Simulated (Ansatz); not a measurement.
LaB$_{6}$ (CaB6 type, space group Pm-3m)

```xyz
7
Lattice="4.1550 0.0000 0.0000 0.0000 4.1550 0.0000 0.0000 0.0000 4.1550" Properties=species:S:1:pos:R:3 pbc="T T T"
La     0.0000     0.0000     0.0000
B      0.8301     2.0775     2.0775
B      3.3249     2.0775     2.0775
B      2.0775     2.0775     0.8301
B      2.0775     2.0775     3.3249
B      2.0775     0.8301     2.0775
B      2.0775     3.3249     2.0775
```

E(V) scan at fixed shape, V₀ the volume above. The atoms relax within the cell's symmetry.

Level of theory: PBE (plane waves to 420 eV, PAW, scalar-relativistic; Ansatz, an electronic-structure program). k mesh 11×11×11 (Γ-centred), Fermi-Dirac smearing 0.05 eV. E stands for the smeared free energy. Stress and pressure are positive under compression. LaB6 is run without spin polarisation. LaB6 was relaxed with its symmetry unable to fall. ΔE is measured from the relaxed starting cell. The last digit holds for this mesh only.

```
V (Å³/atom)  ΔE (meV/atom)
-----------  -------------
9.632                 22.0
9.755                 13.8
9.878                  7.6
10.001                 3.3
10.124                 0.8
10.247                 0.0
10.370                 0.8
10.493                 3.1
10.616            withheld
10.739                11.9
10.862                18.3
```

Question: Fit a third-order Birch-Murnaghan form (E₀, V₀, B₀, B₀′ free) to the given rows and predict ΔE at V = 10.616.

Answer: Least squares on the 10 given rows: ΔE = E₀ + (9V₀B₀/16)·y²·[2 + (B₀′ − 4)y], y = (V₀/V)^(2/3) − 1, with V₀ = 10.246 Å³/atom, B₀ = 173.7 GPa (160.2 GPa = 1 eV/Å³; the term in eV is multiplied by 1000), B₀′ = 3.71, E₀ = 0.00 meV/atom; root-mean-square residual 0.02 meV/atom. At 10.616 the fit gives 6.8 meV/atom; the calculation gives 6.8 meV/atom, the same to the digits shown. For the pressure the fit gives -5.8 GPa against the computed -5.8 GPa.

(A scan under strain: stresses follow from slopes of the energy per volume, elastic moduli from its curvatures.)
